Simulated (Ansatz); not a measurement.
Property card for WS₂

WS2:
```
WS2
1.0
    1.56506     0.90359     6.05935
   -1.56506     0.90359     6.05935
    0.00000    -1.80718     6.05935
W S
1 2
Direct
  0.99934   0.99934   0.99934
  0.58015   0.58015   0.58015
  0.75181   0.75181   0.75181
```

Space group R3m (No. 160); conventional cell a = 3.1301 Å, b = 3.1301 Å, c = 18.1780 Å, α = 90.00°, β = 90.00°, γ = 120.00°.

Method: DFT-LDA in the program Ansatz with PAW potentials. The cell and atoms are relaxed at this level. Other levels are named where they apply.

Cell and energy:

| Quantity | Result |
|---|---|
| Volume per atom | 17.14 Å³ |
| Density | 8.01 g/cm³ |
| Formation energy from the elements (no fitted shifts) | -0.95 eV/atom |

Electronic structure:

| Quantity | Value |
|---|---|
| Band gap | 0.86 eV (indirect) |
| Valence-band maximum | at T |
| Conduction-band minimum | on the Γ–S0 line, 53 % of the way from Γ (k = 0.000, 0.180, -0.180 in fractions of the reciprocal vectors) (6 equivalent valleys) |
| Smallest direct gap on the standard path | 1.97 eV |
| Electron effective mass | 0.41, 0.56, 0.56 mₑ (principal values) |
| Hole effective mass | 0.59, 0.59, 0.77 mₑ (principal values) |

Mechanics:

| Quantity | Value |
|---|---|
| Elastic constants (relaxed ions, GPa) | C11 = 263, C12 = 58.1, C13 = 14.6, C14 = 4.4, C33 = 43.9, C44 = 19.6 |
| Mechanical stability | stable (all eigenvalues of C positive) |
| Hill bulk and shear moduli | 60.9 and 46.0 GPa |
| Young's modulus | 110 GPa |
| Poisson's ratio | 0.20 |
| Debye temperature from the elastic constants | 306 K |
| Piezoelectric stress constants (proper, relaxed ions, C/m²) | e15 = e24 = -0.04, e16 = e21 = -0.44, e22 = 0.44, e33 = -0.14 |

Phonons:

| Property | Value |
|---|---|
| Highest zone-centre frequency (without LO–TO term) | 438 cm^-1 |
| Zone-centre stability | no imaginary mode at Γ |

The workflow started from a Materials Project entry (that database holds measured and hypothetical structures alike); the Crystallography Open Database files this formula in space group No. 160, but the cells were not matched. It is not the phase usual at ambient conditions (space group No. 194). The LDA relaxation kept the symmetry of its start. The run is not spin-polarised. A crystal of weakly bound layers computed without a dispersion correction: the cell and the soft elastic constants depend strongly on that. Signs of piezoelectric constants follow the polarity of the cell as given. The references are the lowest solids computed at this level, not always the standard phases. Scalar-relativistic: spin–orbit coupling is off unless named, which matters more the heavier the elements.

Potentials: the earlier of the program's two PAW sets. The files were generated under PBE; for other functionals the program regenerates the frozen cores, and for LDA and PBEsol the local potential too.
